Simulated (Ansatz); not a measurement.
The relaxed structure here is a generated cell of GeRh3: the first start was made by a random draw of sites in a space group, and the end was not matched to a known phase here, so it may be hypothetical.

A relaxed structure of GeRh3. Space group P4/mmm (No. 123). The numbers are results of r2SCAN (plane waves to 500 eV, PAW, scalar-relativistic; Ansatz, an electronic-structure program), not measurements.

Space group P4/mmm (No. 123); a = 4.9813 Å, b = 4.9813 Å, c = 2.6055 Å, α = 90.00°, β = 90.00°, γ = 90.00°

| atom | site | symmetry | x | y | z |
|---|---|---|---|---|---|
| Ge | 1d | 4/mmm | 0.5000 | 0.5000 | 0.5000 |
| Rh | 1b | 4/mmm | 0.0000 | 0.0000 | 0.5000 |
| Rh | 2e | mmm. | 0.0000 | 0.5000 | 0.5000 |

```yaml
volume_per_atom: 16.16 Å³
band_gap: no gap (metallic)
shortest_distances: Ge–Rh 2.49 Å; Rh–Rh 2.49 Å; Ge–Ge 2.61 Å
k-mesh: 10×10×18
```

No spin polarisation in the result. The relaxed primitive cell holds an odd number of electrons. A magnetic state may lie lower.

The run could not lose the symmetry of its start: the end is stationary, and may be a saddle point rather than a minimum.

All atoms sit on sites fixed by symmetry, so only the cell could relax.
